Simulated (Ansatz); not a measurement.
The relaxed structure here is a generated cell of InSb: the first start was made by placing the elements on the sites of a structure type, and the end was not matched to a known phase here, so it may be hypothetical. Known forms of InSb include space group No. 216.

A structure of InSb relaxed with PBEsol (plane waves to 420 eV, PAW, scalar-relativistic; Ansatz, a program for electronic structure); single points at other levels follow on the same geometry (Ansatz, PAW; PBEsol+SOC at 420 eV on a 12×12×3 k-mesh; spin-orbit coupling only where +SOC is written). Space group P6₃mc (No. 186).

```
CELL_PARAMETERS angstrom
      4.60319     0.00000     0.00000
     -2.30160     3.98648     0.00000
      0.00000     0.00000    15.08992
ATOMIC_POSITIONS crystal
  In 0.00000 0.00000 0.99986
  In 0.00000 0.00000 0.49986
  In 0.66667 0.33333 0.75024
  In 0.33333 0.66667 0.25024
  Sb 0.00000 0.00000 0.81309
  Sb 0.00000 0.00000 0.31309
  Sb 0.66667 0.33333 0.56243
  Sb 0.33333 0.66667 0.06243
```

| level | gap (eV) | kind | conduction minimum |
|---|---|---|---|
| PBEsol | 0.00 | – | – |
| PBEsol+SOC | (withheld) | (withheld) | (withheld) |

Task: Fill in the missing entries.

Result: 
- PBEsol+SOC, gap (eV): 0.05
- PBEsol+SOC, kind: direct
- PBEsol+SOC, conduction minimum: Γ

The shift from spin-orbit coupling is approximate. No spin polarisation in the result.

The run could not lose the symmetry of its start, so the end can be a saddle point.
